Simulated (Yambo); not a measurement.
```xyz
2
Lattice="4.0310 0.0000 0.0000 0.0000 4.0310 0.0000 0.0000 0.0000 4.0863" Properties=species:S:1:pos:R:3 pbc="T T T"
Br     2.0155     2.0155     2.0431
Rb     0.0000     0.0000     0.0000
```

The PBEsol cell relaxed from Materials Project entry mp-23303 was given a biaxial strain of -1 % along x and y, z relaxed, and the atoms were relaxed again.

Where are the main features of Im ε from RPA with local fields on PBEsol bands (Yambo; 10×10×10 mesh, 48 bands, 4 Ry local-field block, 0.2 eV broadening; field along x)?

Peaks at 7.0 eV (4.0), 9.8 eV (3.4), 14.1 eV (1.5), 16.8 eV (1.1), heights in brackets. Structure narrower than a few tenths of an eV can come from the finite k mesh. Convergence of the RPA response with its 10×10×10 mesh was not tested. No excitonic effects at this level. 

Spin-orbit coupling is not included.

This is not the ordinary phase of the substance; no match was found in the copy of COD used, and its stability was not checked.
